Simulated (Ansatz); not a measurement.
Relaxed-ion elastic tensor of TaW$_{3}$ in space group Fm-3m (No. 225; Ta on 4a, W on 8c, W on 4b) in GPa (Voigt order), DFT-LDA in the program Ansatz with PAW potentials; density 19.30 g/cm³, 15.75 Å³ per atom.

```csv
,1,2,3,4,5,6
1,518,202,202,0.0,0.0,0.0
2,202,518,202,0.0,0.0,0.0
3,202,202,518,0.0,0.0,0.0
4,0.0,0.0,0.0,123,0.0,0.0
5,0.0,0.0,0.0,0.0,123,0.0
6,0.0,0.0,0.0,0.0,0.0,123
```

Is the crystal mechanically stable?

Yes: the smallest eigenvalue of C is 123 GPa.

Work out the Voigt, Reuss and Hill averages.

K_V = 307, K_R = 307, K_H = 307; G_V = 137, G_R = 135, G_H = 136 GPa.

Give Young's modulus, Poisson's ratio, Pugh's ratio and the universal anisotropy index.

E = 9KG/(3K + G) = 355 GPa; ν = 0.31; K/G = 2.26 (ductile by the Pugh limit of 1.75); A_U = 5G_V/G_R + K_V/K_R − 6 = 0.08.

Estimate the sound speeds and the Debye temperature.

v_l = √((K + 4G/3)/ρ) = 5030 m/s, v_t = √(G/ρ) = 2650 m/s, mean 2970 m/s; Θ = (h/k)(3n/4πV)^(1/3) v_m = 352 K.

Give the Zener ratio and Young's modulus along [100], [110] and [111].

A = 2C44/(C11 − C12) = 0.78; 1/E = S11 − 2(S11 − S12 − S44/2)Γ with Γ = 0, 1/4, 1/3 gives 404, 342, 325 GPa.

Solve the Christoffel equation for the three sound speeds along [100], [110], [111].

Eigenvalues of C_ijkl n_j n_l equal ρv². In km/s, slowest first: [100] 2.52, 2.52, 5.18; [110] 2.52, 2.86, 5.00; [111] 2.75, 2.75, 4.94.

The workflow started from a Materials Project entry (that database holds measured and hypothetical structures alike); the Crystallography Open Database copy checked does not list it. With Ta and W taken as one species the cell has the higher symmetry Im-3m, so it may be an ordered model of a mixed-site phase. Whether it is the stable phase at ambient conditions was not checked. The LDA relaxation kept the symmetry of its start; of distortions, only those at the zone centre were tested. The run is not spin-polarised. As this level gives no gap, shear constants depend on the k-mesh and smearing (Fermi–Dirac, 0.1 eV here). Scalar-relativistic: spin–orbit coupling is off unless named, which matters more the heavier the elements.

Potentials: the earlier of the program's two PAW sets.
